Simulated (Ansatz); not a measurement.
# Cancellation of cutoff errors in K$_{3}$Li

The calculation used DFT PBEsol, scalar-relativistic, plane waves, PAW (Ansatz).

```xyz
4
Lattice="6.1852 0.0000 0.0000 0.0000 6.1852 0.0000 0.0000 0.0000 6.1852" Properties=species:S:1:pos:R:3 pbc="T T T"
K     0.0000    3.0926    3.0926
K     3.0926    0.0000    3.0926
K     3.0926    3.0926    0.0000
Li    0.0000    0.0000    0.0000
```

| Property | Result |
| --- | --- |
| Γ-centred k-mesh | 8×8×8 |
| occupation rule | Gaussian smearing, 0.1 eV |
| spin treatment | unpolarised |

A second cell has all atoms moved and the lattice slightly strained:

```yaml
crystal:
  lattice:
    - [6.17740, -0.12414, 0.03285]
    - [-0.12414, 6.23268, 0.01852]
    - [0.03285, 0.01852, 6.14270]
  atoms:
    - { symbol: K, position: [0.00764, 0.50737, 0.49895] }
    - { symbol: K, position: [0.49420, 0.99746, 0.49957] }
    - { symbol: K, position: [0.49826, 0.51148, 0.01062] }
    - { symbol: Li, position: [0.00287, 0.01368, 0.00418] }
```

It ran on a 6×6×6 mesh, another than the first cell's, which shifts the difference by nearly the same amount at every cutoff. Both were run at several values of the cutoff; energies per atom at zero smearing, errors against the largest value (420 eV), which isn't proved converged itself.

```csv
cutoff,"error, first cell (meV)","error, second cell (meV)"
250 eV,109.49,109.50
300 eV,10.87,10.88
350 eV,0.58,0.58
```

Task: At the largest value the second cell lies 0.20 meV/atom above the first. What is the error of that difference at each value, and where does each quantity come within 1 meV/atom?

Result: The error of the difference is the second cell's error less the first's:
```json
{"cutoff": "250 eV", "difference (meV)": "0.21", "its error (meV)": "0.01"}
{"cutoff": "300 eV", "difference (meV)": "0.20", "its error (meV)": "0.01"}
{"cutoff": "350 eV", "difference (meV)": "0.20", "its error (meV)": "0.00"}
```

The first cell's total energy stays within 1 meV/atom from 350 eV on, the difference from 250 eV on. Most of the error cancels, by a factor of about 1983 in the median. A missing short wave mostly misdescribes the region near each nucleus, which both cells share; what doesn't cancel comes largely from the change of volume and bonding.

1 further run of this set isn't shown, and 1 didn't finish or converge.